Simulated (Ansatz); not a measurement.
MoN2:
```
MoN2
1.0
    4.33450     0.00000     0.00000
    0.00000     4.33450     0.00000
    0.00000     0.00000     2.75054
Mo N
2 4
Direct
  0.50000   0.50000   0.00000
  0.00000   0.00000   0.00000
  0.88794   0.38794   0.50000
  0.11206   0.61206   0.50000
  0.61206   0.88794   0.50000
  0.38794   0.11206   0.50000
```

Relaxed with PBE. Special points in fractions of this cell's reciprocal vectors: Γ (0.000, 0.000, 0.000); X (0.000, 0.500, 0.000); M (0.500, 0.500, 0.000); Z (0.000, 0.000, 0.500); R (0.000, 0.500, 0.500); A (0.500, 0.500, 0.500).

**Question.** List the band energies nearest the Fermi level at these points for the program Ansatz at the PBE with spin–orbit coupling level (PAW).

**Answer.** In eV from the Fermi level; about four levels below and three above (degenerate sets whole), none deeper than 8.9 eV; points with the same levels are listed once.

| k | below | above |
|---|---|---|
| Γ | -2.33 -2.33 -1.79 -1.79 | 0.57 0.57 0.68 0.68 |
| X | -0.42 -0.42 -0.42 -0.42 | 2.20 2.20 2.20 2.20 |
| M | -0.86 -0.86 -0.86 -0.86 | 0.49 0.49 0.49 0.49 |
| Z | -2.11 -2.11 -1.98 -1.98 | 0.73 0.73 1.05 1.05 |
| R | -1.06 -1.06 -1.06 -1.06 | 2.49 2.49 2.49 2.49 |
| A | -1.36 -1.36 -1.36 -1.36 | 2.42 2.42 2.42 2.42 |

Space group P4/mbm. The workflow started from a Materials Project entry (that database holds measured and hypothetical structures alike); the Crystallography Open Database copy checked does not list it. Whether it is the stable phase at ambient conditions was not checked. The PBE relaxation kept the symmetry of its start; whether a distortion lowers the energy is not shown. No spin polarisation was allowed.

Potentials: the later of the program's two PAW sets.
